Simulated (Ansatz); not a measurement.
Consider the following.

InAs:
```
CELL_PARAMETERS angstrom
      4.29439     0.00000     0.00000
     -2.14720     3.71905     0.00000
      0.00000     0.00000     7.05647
ATOMIC_POSITIONS crystal
  In 0.66667 0.33333 0.50053
  In 0.33333 0.66667 0.00053
  As 0.66667 0.33333 0.87497
  As 0.33333 0.66667 0.37497
```

This is the PBEsol-relaxed structure. x, y and z are the axes in which the lattice vectors are written.

**Question.** All from plane-wave PAW PBEsol (Ansatz code), unless another level is named. Estimate the Poisson's ratio.

**Answer.** 0.30.

**Question.** What about the highest zone-centre frequency?

**Answer.** 26.2 meV.

**Question.** Next, the elastic constants (relaxed ions, GPa)?

**Answer.** C11 = 93.1, C12 = 41.5, C13 = 30.5, C33 = 108, C44 = 21.6.

Space group P6_3mc (wurtzite). The first step of the workflow began from a Materials Project structure, measured or hypothetical; the Crystallography Open Database copy checked does not list it. It is not the phase usual at ambient conditions (space group No. 216). Symmetry was held in the PBEsol relaxation; of distortions, only those at the zone centre were tested. As this level gives no gap, shear constants depend on the k-mesh and smearing (Fermi–Dirac, 0.1 eV here).

Potentials: the later of the program's two PAW sets.
